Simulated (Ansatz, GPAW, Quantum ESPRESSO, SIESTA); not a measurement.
**CsLiCr2Te2S3: programs and potentials compared**

```
Cs Li Cr Te S
1.0
     3.42162   -5.18069    0.00784
     3.42162    5.18069    0.00784
    -2.90411    0.00000    7.43093
Cs Li Cr Te S
1 1 2 2 3
Direct
  0.09374 0.09374 0.00853
  0.58875 0.58875 0.55336
  0.05646 0.46755 0.55790
  0.46755 0.05646 0.55790
  0.56486 0.87357 0.29035
  0.87357 0.56486 0.29035
  0.81151 0.39697 0.73347
  0.39697 0.81151 0.73347
  0.21404 0.21404 0.48371
```

The cell comes from a database or a generator and needn't be the stable form of this composition.

Alike in all runs: task single point; functional PBE; k mesh 5 × 5 × 4; occupations fermi-dirac, width 0.05 eV; collinear spin, ferromagnetic start; no spin-orbit coupling. Pressure is positive in compression and, in plane waves, holds the error of the finite cutoff, which Ansatz's Pulay term estimates and takes out.

| program and potentials | plane-wave cutoff (eV) | notes | pressure (GPa) | net moment per atom (μB) | largest force (eV/Å) |
| --- | --- | --- | --- | --- | --- |
| Ansatz, Ansatz PAW | 420 | 10 valence electrons an atom on average | 0.00 | 0.45 | - |
| GPAW, GPAW PAW data sets (gpaw-data 1.2.1) | 800 | 5.78 valence electrons an atom on average | 0.20 | 0.45 | 0.109 |
| Quantum ESPRESSO, SSSP 1.3 efficiency PBE | 748 | 7.78 valence electrons an atom on average | 0.09 | 0.45 | 0.087 |
| Ansatz, all-electron LAPW, scalar-relativistic | - | - | 0.01 | 0.45 | - |
| SIESTA, files PseudoDojo sr-pbe-0.4.1-standard, DZP (energy shift 0.003 Ry; two zetas on semicore shells; d shell added on Cs) | - | atomic basis; 10 valence electrons an atom on average | 0.47 | 0.45 | 0.278 |

Force on atom 3 (Cr), eV/Å:

```json
{"program and potentials": "GPAW, GPAW PAW data sets (gpaw-data 1.2.1)", "x": "0.010", "y": "0.079", "z": "-0.073"}
{"program and potentials": "Quantum ESPRESSO, SSSP 1.3 efficiency PBE", "x": "-0.017", "y": "-0.055", "z": "0.061"}
{"program and potentials": "SIESTA, files PseudoDojo sr-pbe-0.4.1-standard, DZP (energy shift 0.003 Ry; two zetas on semicore shells; d shell added on Cs)", "x": "-0.055", "y": "-0.112", "z": "0.157"}
```

The pressure spans 0.00 (Ansatz, Ansatz PAW) to 0.47 GPa (SIESTA, files PseudoDojo sr-pbe-0.4.1-standard, DZP (energy shift 0.003 Ry; two zetas on semicore shells; d shell added on Cs)), with all-electron results at 0.01. All agree on the net moment per atom. The state is the one that the start led to, which needn't be the lowest. Rows in atomic bases carry the error of their basis and grid, which can be large.

The functional is the same throughout but for its coding, so the spread measures potentials, basis and numerics; runs on potential files found faulty are left out.
